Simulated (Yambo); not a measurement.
G0W0@LDA for RbSO₂F (space group P2_1/m, No. 11) in Yambo. Reference settings: 2×2×2 Γ-centred k mesh, 297 bands and a 7 Ry block in the screening, 297 bands in G with the Bruneval-Gonze terminator, plasmon pole fitted at 27.2 eV. The LDA gap (-0.5, 0, -0.5) → (-0.5, 0, 0) on this mesh is 4.03 eV; G0W0 gaps are taken between the same points.

The settings were changed. The gap went from 7.62 eV to 7.75 eV, and the shift of the valence edge from -1.71 eV to -1.56 eV.

**Question.** Name the change that produced these shifts.
A) 112 bands in W, 112 bands in G
B) 191 bands in W, 191 bands in G
C) no terminator
D) 112 bands in G, no terminator

**Answer.** A, 112 bands in W, 112 bands in G. The others gave (gap, valence shift): 191 bands in W, 191 bands in G: 7.66, -1.65 eV; no terminator: 7.61, -1.53 eV; 112 bands in G, no terminator: 7.65, -1.16 eV.

Geometry of the Materials Project entry, not relaxed at this level; primitive cell a = 4.8856 Å, b = 6.0300 Å, c = 7.4003 Å, α = 90.00°, β = 107.79°, γ = 90.00°.

A shift is the quasiparticle energy of the state minus its LDA energy.
